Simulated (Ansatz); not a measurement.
# Piezoelectric tensor of TiSn$_{2}$O$_{6}$

All numbers below come from DFT PBE, scalar-relativistic, plane waves, PAW (Ansatz 0.2.0). Plane waves to 420 eV; Γ-centred k mesh 6×6×4; fixed occupations. No spin polarisation.

The cell, relaxed at this level:
```
Ti Sn O
1.0
     4.96991   -2.75540   -0.01501
     4.96991    2.75540   -0.01501
    -0.13612    0.00000    6.31383
Ti Sn O
1 2 6
Direct
  0.44287 0.55713 0.00000
  0.00562 0.45894 0.32680
  0.54106 0.99438 0.67320
  0.38848 0.87902 0.89589
  0.70103 0.42661 0.21309
  0.90890 0.68232 0.58985
  0.31768 0.09110 0.41015
  0.12098 0.61152 0.10411
  0.57339 0.29897 0.78691
```

The cell was found from a structure generator's guess, not taken from experiment. Spin–orbit coupling is left out, which matters for heavy elements.

**Question.** Give the relaxed-ion proper piezoelectric stress tensor e_iJ (C/m², Voigt columns xx yy zz yz xz xy).

**Answer.**
```
x    0.000  0.000  0.000  0.099  0.000  0.110
y    0.188 -0.229  0.164  0.000  0.292  0.000
z    0.000  0.000  0.000 -0.046  0.000  0.125
```
Signs follow the orientation of the cell as given.

**Question.** With the elastic constants (GPa, Voigt order)
```
26.1  7.1  4.5  0.0  4.0  0.0
 7.2 15.3  7.2  0.0  2.4  0.0
 4.6  7.0 35.2  0.0 -1.4  0.0
 0.0  0.0  0.0  9.1  0.0 -5.1
 3.9  2.5 -1.4  0.0 13.6  0.0
 0.0  0.0  0.0 -5.0  0.0  8.7
```
find the strain coefficients d = e·C⁻¹ (pC/N).

**Answer.**
```
x     0.0   0.0   0.0  26.3   0.0  27.8
y     9.4 -27.9  10.1   0.0  24.8   0.0
z     0.0   0.0   0.0   4.2   0.0  16.8
```
